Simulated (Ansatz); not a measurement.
Starting cell, GaN (wurtzite):

```xyz
4
Lattice="3.2184 0.0000 0.0000 -1.6092 2.7872 0.0000 0.0000 0.0000 5.2432" Properties=species:S:1:pos:R:3 pbc="T T T"
Ga     1.6092     0.9291     0.0051
Ga     0.0000     1.8581     2.6267
N      1.6092     0.9291     3.2730
N      0.0000     1.8581     0.6514
```

The atoms are displaced by Q × the pattern below (from a DFPT mode at Γ, largest move 1; Q in Å), at fixed cell.

```tsv
atom	x	y	z
Ga1	0.000	0.000	0.018
Ga2	0.000	0.000	-0.018
N3	0.000	0.000	-1.000
N4	0.000	0.000	1.000
```

Calculation: PBE (plane waves to 420 eV, PAW, scalar-relativistic; Ansatz, a program for electronic structure). k mesh 12×12×6 (Γ-centred), Fermi-Dirac smearing 0.05 eV. Energies are smeared free energies. GaN was relaxed with its symmetry unable to fall. ΔE is measured from the undisplaced structure.

```json
[
 {"Q (Å)": "-0.1000", "ΔE (meV/cell)": "withheld"},
 {"Q (Å)": "-0.0833", "ΔE (meV/cell)": "155.1"},
 {"Q (Å)": "-0.0667", "ΔE (meV/cell)": "99.1"},
 {"Q (Å)": "-0.0500", "ΔE (meV/cell)": "55.7"},
 {"Q (Å)": "-0.0333", "ΔE (meV/cell)": "24.7"},
 {"Q (Å)": "-0.0167", "ΔE (meV/cell)": "6.2"},
 {"Q (Å)": "0.0000", "ΔE (meV/cell)": "0.0"},
 {"Q (Å)": "0.0167", "ΔE (meV/cell)": "6.2"},
 {"Q (Å)": "0.0333", "ΔE (meV/cell)": "24.7"},
 {"Q (Å)": "0.0500", "ΔE (meV/cell)": "55.7"},
 {"Q (Å)": "0.0667", "ΔE (meV/cell)": "99.1"},
 {"Q (Å)": "0.0833", "ΔE (meV/cell)": "155.1"},
 {"Q (Å)": "0.1000", "ΔE (meV/cell)": "withheld"}
]
```

Task: Fit an even polynomial form (powers 2, 4) to the given rows and predict ΔE at Q = -0.1000.

Result: Least squares on the 11 given rows: ΔE = (22200)·Q² + (20850)·Q⁴, in meV/cell with Q in Å; root-mean-square residual 0.06 meV/cell. At -0.1000 the fit gives 224.1 meV/cell; the calculation gives 224.0 meV/cell, so the extrapolation is off by 0.1 (+0.0 %). The quadratic term alone would give 222.0 meV/cell.

(A displaced cell: forces are minus the slopes of the energy, force constants its curvatures, and phonons follow from these.)
